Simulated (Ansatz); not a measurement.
Relaxed-ion elastic tensor of Sr (fcc (Cu type), Fm-3m) in GPa (Voigt order), plane-wave PAW PBEsol (Ansatz code); density 2.81 g/cm³, 51.85 Å³ per atom.

```json
[
 {"": "1", "1": "15.8", "2": "11.0", "3": "11.0", "4": "0.0", "5": "0.0", "6": "0.0"},
 {"": "2", "1": "11.0", "2": "15.8", "3": "11.0", "4": "0.0", "5": "0.0", "6": "0.0"},
 {"": "3", "1": "11.0", "2": "11.0", "3": "15.8", "4": "0.0", "5": "0.0", "6": "0.0"},
 {"": "4", "1": "0.0", "2": "0.0", "3": "0.0", "4": "12.4", "5": "0.0", "6": "0.0"},
 {"": "5", "1": "0.0", "2": "0.0", "3": "0.0", "4": "0.0", "5": "12.4", "6": "0.0"},
 {"": "6", "1": "0.0", "2": "0.0", "3": "0.0", "4": "0.0", "5": "0.0", "6": "12.4"}
]
```

Q: Is the crystal mechanically stable?

A: Yes: the smallest eigenvalue of C is 4.8 GPa.

Q: Work out the Voigt, Reuss and Hill averages.

A: K_V = 12.6, K_R = 12.6, K_H = 12.6; G_V = 8.4, G_R = 4.7, G_H = 6.5 GPa.

Q: Give Young's modulus, Poisson's ratio, Pugh's ratio and the universal anisotropy index.

A: E = 9KG/(3K + G) = 16.7 GPa; ν = 0.28; K/G = 1.94 (ductile by the Pugh limit of 1.75); A_U = 5G_V/G_R + K_V/K_R − 6 = 3.99.

Q: Estimate the sound speeds and the Debye temperature.

A: v_l = √((K + 4G/3)/ρ) = 2760 m/s, v_t = √(G/ρ) = 1520 m/s, mean 1700 m/s; Θ = (h/k)(3n/4πV)^(1/3) v_m = 136 K.

Q: Give the Zener ratio and Young's modulus along [100], [110] and [111].

A: A = 2C44/(C11 − C12) = 5.13; 1/E = S11 − 2(S11 − S12 − S44/2)Γ with Γ = 0, 1/4, 1/3 gives 6.8, 15.7, 27.9 GPa.

The PBEsol relaxation kept the symmetry of its start. As this level gives no gap, shear constants depend on the k-mesh and smearing (Fermi–Dirac, 0.1 eV here).

Potentials: the later of the program's two PAW sets.
